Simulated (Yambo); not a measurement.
Absorption of LiF (rock salt, space group Fm-3m, No. 225) with and without the electron-hole interaction (Yambo, LDA bands; 10×10×10 mesh, 3 valence and 1 conduction bands, static screening with 9 bands and a 4 Ry block, scissor 4.99 eV, Tamm-Dancoff; field along x).

| E (eV) | Im ε, BSE | Im ε, independent quasiparticles |
|---|---|---|
| 11.45 | 0.33 | 0.01 |
| 11.55 | 0.40 | 0.01 |
| 11.65 | 0.51 | 0.02 |
| 11.75 | 0.67 | 0.02 |
| 11.85 | 0.91 | 0.02 |
| 11.95 | 1.30 | 0.02 |
| 12.05 | 2.01 | 0.02 |
| 12.15 | 3.40 | 0.02 |
| 12.25 | 6.39 | 0.02 |
| 12.35 | 11.5 | 0.02 |
| 12.45 | 11.7 | 0.02 |
| 12.55 | 6.52 | 0.02 |
| 12.65 | 3.48 | 0.02 |
| 12.75 | 2.06 | 0.03 |
| 12.85 | 1.36 | 0.03 |
| 12.95 | 0.97 | 0.03 |
| 13.05 | 0.75 | 0.03 |
| 13.15 | 0.61 | 0.03 |
| 13.25 | 0.54 | 0.03 |
| 13.35 | 0.50 | 0.04 |
| 13.45 | 0.52 | 0.04 |
| 13.55 | 0.59 | 0.04 |
| 13.65 | 0.78 | 0.05 |
| 13.75 | 1.21 | 0.05 |
| 13.85 | 2.07 | 0.05 |
| 13.95 | 2.51 | 0.06 |
| 14.05 | 1.87 | 0.06 |
| 14.15 | 1.67 | 0.07 |
| 14.25 | 1.74 | 0.08 |
| 14.35 | 1.30 | 0.09 |
| 14.45 | 1.01 | 0.11 |
| 14.55 | 0.94 | 0.14 |
| 14.65 | 0.97 | 0.18 |
| 14.75 | 0.97 | 0.23 |
| 14.85 | 0.89 | 0.30 |
| 14.95 | 0.65 | 0.43 |
| 15.05 | 0.48 | 0.58 |
| 15.15 | 0.42 | 0.61 |
| 15.25 | 0.37 | 0.71 |
| 15.35 | 0.39 | 0.82 |
| 15.45 | 0.47 | 0.87 |
| 15.55 | 0.66 | 0.87 |
| 15.65 | 0.68 | 1.05 |
| 15.75 | 0.52 | 1.22 |
| 15.85 | 0.43 | 1.42 |
| 15.95 | 0.40 | 1.61 |
| 16.05 | 0.48 | 1.87 |
| 16.15 | 0.58 | 2.13 |
| 16.25 | 0.65 | 1.97 |
| 16.35 | 0.87 | 1.92 |
| 16.45 | 0.87 | 2.56 |
| 16.55 | 0.70 | 3.38 |
| 16.65 | 0.68 | 3.40 |
| 16.75 | 0.54 | 3.25 |
| 16.85 | 0.45 | 3.25 |
| 16.95 | 0.46 | 2.98 |
| 17.05 | 0.41 | 2.34 |
| 17.15 | 0.44 | 1.99 |
| 17.25 | 0.51 | 2.00 |
| 17.35 | 0.41 | 1.82 |
| 17.45 | 0.34 | 2.04 |
| 17.55 | 0.30 | 2.73 |
| 17.65 | 0.27 | 2.69 |
| 17.75 | 0.34 | 2.05 |
| 17.85 | 0.49 | 1.76 |
| 17.95 | 0.49 | 1.72 |
| 18.05 | 0.34 | 1.75 |
| 18.15 | 0.28 | 2.08 |
| 18.25 | 0.24 | 2.08 |
| 18.35 | 0.20 | 1.67 |

The scissor comes from a G0W0 run whose convergence isn't established. Broadening 0.15 eV. The band window holds all transitions up to 21.1 eV. Fine structure above the onset can come from the mesh.

Geometry relaxed with LDA; primitive cell a = 2.761 Å, b = 2.761 Å, c = 2.761 Å, α = 60.00°, β = 60.00°, γ = 60.00°.
